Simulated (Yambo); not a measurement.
BSE-type run in Yambo on NaLiZnS₂ (space group P3m1, No. 156), at zero momentum.

Quantum ESPRESSO step (PBEsol, PseudoDojo standard norm-conserving files, scalar-relativistic):
```
&CONTROL
  calculation = 'nscf'
  pseudo_dir = './pseudo'
  outdir = './out'
/
&SYSTEM
  ibrav = 0
  nat = 5
  ntyp = 4
  ecutwfc = 88.0
  ecutrho = 352.0
  occupations = 'fixed'
  force_symmorphic = .true.
  nbnd = 60
/
&ELECTRONS
  conv_thr = 5e-09
  diago_full_acc = .true.
  diago_thr_init = 1e-08
/
ATOMIC_SPECIES
Li 6.9400 Li.upf
Na 22.9898 Na.upf
S 32.0600 S.upf
Zn 65.3800 Zn.upf
CELL_PARAMETERS angstrom
  3.982059948000   0.000000000000   0.000000000000
 -1.991029974000   3.448565075000   0.000000000000
  0.000000000000   0.000000000000   6.823850000000
ATOMIC_POSITIONS crystal
Li   0.333333333000   0.666666667000   0.356650000000
Na   0.000000000000   0.000000000000   0.026160000000
S   0.333333333000   0.666666667000   0.733810000000
S   0.666666667000   0.333333333000   0.271740000000
Zn   0.666666667000   0.333333333000   0.611630000000
K_POINTS automatic
6 6 4 0 0 0
```

Yambo input:
```
rim_cut
optics
bse
bss
dipoles
em1s
RandQpts= 1000000
RandGvec= 1 Ry
FFTGvecs= 40 Ry
Chimod= "HARTREE"
BSKmod= "SEX"
BSEmod= "resonant"
BSSmod= "hs"
BSENGexx= 15 Ry
BSENGBlk= 3 Ry
% KfnQP_E
 1.605 | 1.0 | 1.0 |
%
% BSEQptR
 1 | 1 |
%
% BSEBands
 17 | 30 |
%
% BEnRange
 0.0 | 10.2 | eV
%
% BDmRange
 0.15 | 0.15 | eV
%
BEnSteps= 204
% BLongDir
 1.0 | 0.0 | 0.0 |
%
BSHayTrs= -0.02
BSSNEig= 24
WRbsWF
% BndsRnXs
 7 | 56 |
%
NGsBlkXs= 3 Ry
% LongDrXs
 1.0 | 1.0 | 1.0 |
%
```

From the report:

The dimension is k points × valence × conduction bands = 144 × 6 × 8 = 6912.
```
   [SLEPC] Approach                          : Krylov-Schur
   [SLEPC] Number of requested eigenvalues   :  24
   [SLEPC] Number of eigenvalues        [NEV]:  24
    [K] Dimension                                    :   6912
    [K] Bands                                        :  17  30
    [K] Exchange res                                 : yes
    [K] Correlation res                              : yes
    [K] W interaction is bare                        : no
    [K] RL vectors exchange                          :   639
    [K] RL vectors correlation                       :   55
    [W] Matrix size                                  :   55
    [W] Bands                                        :    7   56
    [W] Coulomb Cutoff                               : none
    [W] Hxc Kernel                                   : HARTREE
```

Geometry of the Materials Project entry, not relaxed at this level.

The structure is a Materials Project entry; no match was found in the copy of COD used, and its stability was not checked.
